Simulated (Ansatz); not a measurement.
System: Tl$_{2}$Ga (fluorite prototype, strained and with displaced atoms), 3 atoms in the cell.

```
CELL_PARAMETERS angstrom
-3.27464 -0.14363 3.02124
0.15333 3.11717 3.03094
-3.13135 2.96417 -0.00033
ATOMIC_POSITIONS crystal
Ga 0.39488 0.95058 0.11727
Tl 0.63572 0.20725 0.37655
Tl 0.10557 0.74102 0.84957
```

Code and potentials: Ansatz all-electron LAPW. Settings of the plain PBE run: k-mesh 2×2×2 shifted by (0.5, 0.5, 0.5) steps; Fermi–Dirac smearing of 0.15 eV; no spin polarisation; no spin–orbit coupling.

Plain PBE gives:

```
Pressure : 30.09 GPa
```

```csv
atom,Fx (eV/Å),Fy (eV/Å),Fz (eV/Å)
Ga1,0.686,0.214,-0.179
Tl2,0.617,0.035,1.188
Tl3,-1.303,-0.249,-1.009
```

**Question.** What changes under PBE with spin–orbit coupling?

**Answer.** The pressure goes down by 1.59 GPa to 28.50 GPa; the forces move by 94 meV/Å (rms):

| atom | Fx (eV/Å) | Fy (eV/Å) | Fz (eV/Å) |
| --- | --- | --- | --- |
| Ga1 | 0.640 | 0.193 | -0.181 |
| Tl2 | 0.697 | -0.034 | 1.147 |
| Tl3 | -1.337 | -0.159 | -0.966 |

The k-mesh is coarse, so these values belong to this mesh and can lie far from the converged ones. The elements were drawn onto a prototype; most such cells aren't known phases.
